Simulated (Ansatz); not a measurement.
Data:

W2N3:
```
W2N3
1.0
    2.89019     0.00000     0.00000
   -1.44510     2.50298     0.00000
    0.00000     0.00000    15.50787
W N
4 6
Cartesian
  1.44510   0.83433   2.41829
  0.00000   1.66865  13.08958
  0.00000   1.66865  10.17222
  1.44510   0.83433   5.33565
  1.44510   0.83433  14.19597
  0.00000   1.66865   1.31190
  0.00000   1.66865   6.44203
  1.44510   0.83433   9.06584
  1.44510   0.83433  11.63090
  0.00000   1.66865   3.87697
```

This is the r²SCAN+D4-relaxed structure.

**Question.** All from r²SCAN+D4 (plane waves, PAW; program Ansatz), unless another level is named. Estimate the electronic character.

**Answer.** metallic (no gap).

**Question.** Predict the density of states at the Fermi level.

**Answer.** 0.38 states/eV per atom (mean over ±0.08 eV).

**Question.** Next, the formation energy from the elements (no fitted shifts)?

**Answer.** -0.21 eV/atom.

**Question.** Give the gap with spin–orbit coupling.

**Answer.** none (metallic).

Space group P6_3/mmc. The workflow started from a Materials Project entry (that database holds measured and hypothetical structures alike); the Crystallography Open Database copy checked does not list it. Its standing as an ambient phase is unchecked. The cell was relaxed with r²SCAN+D4 under the symmetry of its start; whether a distortion lowers the energy is not shown. The run is not spin-polarised. The references are the lowest solids computed at this level, not always the standard phases (solids in place of the gases). Scalar-relativistic: spin–orbit coupling is off unless named, which matters more the heavier the elements.

Potentials: the later of the program's two PAW sets.
